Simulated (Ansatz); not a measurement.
The relaxed structure here is a generated cell of MgS: the first start was made by a random draw of sites in a space group, and the end was not matched to a known phase here, so it may be hypothetical. Known forms of MgS include space group No. 216, 225.

One stationary structure of MgS. These are r2SCAN (plane waves to 500 eV, PAW, scalar-relativistic; Ansatz, a program for electronic structure) values and carry that method's errors.

```xyz
8
Lattice="4.5874 0.0000 0.0000 0.0000 4.5874 0.0000 0.0000 0.0000 12.3902" Properties=species:S:1:pos:R:3 pbc="T T T"
Mg     2.2937     2.2937     0.0000
Mg     2.2937     2.2937     6.1951
Mg     2.2937     2.2937     3.0976
Mg     2.2937     2.2937     9.2927
S      1.0119     0.0000     0.0000
S      3.5756     0.0000     0.0000
S      0.0000     1.0119     6.1951
S      0.0000     3.5756     6.1951
```

Task: Find the space group and the Wyckoff positions (tolerance 0.01 Å).

Result: Space group P4₂/mmc (No. 131); a = 4.5874 Å, b = 4.5874 Å, c = 12.3902 Å, α = 90.00°, β = 90.00°, γ = 90.00°

```tsv
atom	site	symmetry	x	y	z
Mg	2b	mmm.	0.5000	0.5000	0.5000
Mg	2f	-4m2	0.5000	0.5000	0.2500
S	4j	m2m.	0.2206	0.0000	0.0000
```

Task: Give the shortest distances between elements (the closest pairs, up to four, under 3.6 Å).

Result: S–S 2.02 Å; Mg–S 2.63 Å; Mg–Mg 3.10 Å.

The volume per atom comes out as 32.59 Å³ and the band gap is no gap (metallic).

The relaxed cell holds bonded S–S pairs (2.02 Å). No spin polarisation in the result.

The run could not lose the symmetry of its start, so the end can be a saddle point.
